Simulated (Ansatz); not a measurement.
TaRu:
```cif
data_RuTa
_chemical_formula_sum 'Ta1 Ru1'
_space_group_name_H-M_alt 'P 1'
_space_group_IT_number 1
_cell_length_a 3.04606
_cell_length_b 3.04606
_cell_length_c 3.39093
_cell_angle_alpha 90.000
_cell_angle_beta 90.000
_cell_angle_gamma 90.000
loop_
_space_group_symop_operation_xyz
  'x, y, z'
loop_
_atom_site_label
_atom_site_type_symbol
_atom_site_fract_x
_atom_site_fract_y
_atom_site_fract_z
_atom_site_occupancy
Ta1 Ta 0.50000 0.50000 0.50000 1
Ru1 Ru 0.00000 0.00000 0.00000 1
```

Relaxed with r²SCAN.

Task: Which orbitals make up the states near the Fermi level in r²SCAN in the plane-wave PAW code Ansatz?

Result: Within 0.5 eV of the Fermi level: Ta 5d 50 %, Ru 4d 41 %. Projections are on Löwdin-orthogonalised atomic valence shells; empty p or d shells of many metals are not among them.

Task: Tabulate the density of states.

Result: States/eV per cell of 2 atoms, in 0.25 eV bins, energy from the Fermi level.

| E (eV) | total | Ru 4d | Ta 5d | Ta 6s |
|---|---|---|---|---|
| -7.85 | 0.16 | 0.00 | 0.00 | 0.08 |
| -7.60 | 0.18 | 0.00 | 0.01 | 0.09 |
| -7.35 | 0.21 | 0.01 | 0.01 | 0.11 |
| -7.10 | 0.25 | 0.01 | 0.01 | 0.12 |
| -6.85 | 0.30 | 0.02 | 0.02 | 0.14 |
| -6.60 | 0.37 | 0.04 | 0.04 | 0.16 |
| -6.35 | 0.75 | 0.21 | 0.13 | 0.24 |
| -6.10 | 1.30 | 0.47 | 0.31 | 0.33 |
| -5.85 | 1.66 | 0.65 | 0.49 | 0.33 |
| -5.60 | 1.81 | 0.81 | 0.58 | 0.26 |
| -5.35 | 2.05 | 1.01 | 0.67 | 0.21 |
| -5.10 | 2.43 | 1.30 | 0.81 | 0.10 |
| -4.85 | 2.45 | 1.33 | 0.87 | 0.06 |
| -4.60 | 2.34 | 1.29 | 0.83 | 0.03 |
| -4.35 | 1.89 | 1.12 | 0.67 | 0.01 |
| -4.10 | 2.19 | 1.49 | 0.61 | 0.01 |
| -3.85 | 2.99 | 2.12 | 0.76 | 0.01 |
| -3.60 | 3.32 | 2.24 | 0.97 | 0.01 |
| -3.35 | 2.41 | 1.61 | 0.69 | 0.02 |
| -3.10 | 2.54 | 1.73 | 0.64 | 0.04 |
| -2.85 | 3.30 | 2.23 | 0.78 | 0.06 |
| -2.60 | 3.36 | 2.18 | 0.86 | 0.09 |
| -2.35 | 3.01 | 1.83 | 0.82 | 0.14 |
| -2.10 | 1.88 | 1.03 | 0.55 | 0.11 |
| -1.85 | 1.65 | 1.04 | 0.38 | 0.08 |
| -1.60 | 1.20 | 0.76 | 0.26 | 0.06 |
| -1.35 | 0.71 | 0.36 | 0.21 | 0.05 |
| -1.10 | 0.56 | 0.24 | 0.19 | 0.03 |
| -0.85 | 0.48 | 0.18 | 0.20 | 0.03 |
| -0.60 | 0.88 | 0.42 | 0.34 | 0.03 |
| -0.35 | 1.43 | 0.71 | 0.57 | 0.04 |
| -0.10 | 1.71 | 0.68 | 0.85 | 0.05 |
| 0.15 | 2.14 | 0.81 | 1.15 | 0.05 |
| 0.40 | 2.16 | 0.83 | 1.22 | 0.03 |
| 0.65 | 2.38 | 0.99 | 1.28 | 0.04 |
| 0.90 | 2.67 | 1.10 | 1.43 | 0.04 |
| 1.15 | 2.32 | 0.86 | 1.29 | 0.02 |
| 1.40 | 2.07 | 0.69 | 1.17 | 0.02 |
| 1.65 | 3.08 | 0.98 | 1.82 | 0.02 |
| 1.90 | 2.22 | 0.63 | 1.34 | 0.02 |
| 2.15 | 1.52 | 0.36 | 0.95 | 0.02 |
| 2.40 | 1.04 | 0.21 | 0.70 | 0.02 |
| 2.65 | 0.94 | 0.17 | 0.67 | 0.02 |
| 2.90 | 1.11 | 0.19 | 0.82 | 0.03 |
| 3.15 | 1.22 | 0.20 | 0.91 | 0.03 |
| 3.40 | 1.48 | 0.24 | 1.10 | 0.05 |
| 3.65 | 1.76 | 0.32 | 1.29 | 0.05 |
| 3.90 | 1.78 | 0.34 | 1.28 | 0.05 |
| 4.15 | 1.75 | 0.36 | 1.24 | 0.05 |
| 4.40 | 1.74 | 0.34 | 1.24 | 0.06 |
| 4.65 | 0.79 | 0.15 | 0.48 | 0.06 |

Space group P4/mmm (L1₀ or tetragonal B2). The workflow started from a Materials Project entry (that database holds measured and hypothetical structures alike); the Crystallography Open Database files this formula in space group No. 123, but the cells were not matched. Its standing as an ambient phase is unchecked. The r²SCAN relaxation kept the symmetry of its start; its stability against distortions is not shown here. The run is not spin-polarised. Scalar-relativistic: spin–orbit coupling is off unless named, which matters more the heavier the elements.

Potentials: the earlier of the program's two PAW sets. The files were generated under PBE; for other functionals the program regenerates the frozen cores, and for LDA and PBEsol the local potential too.
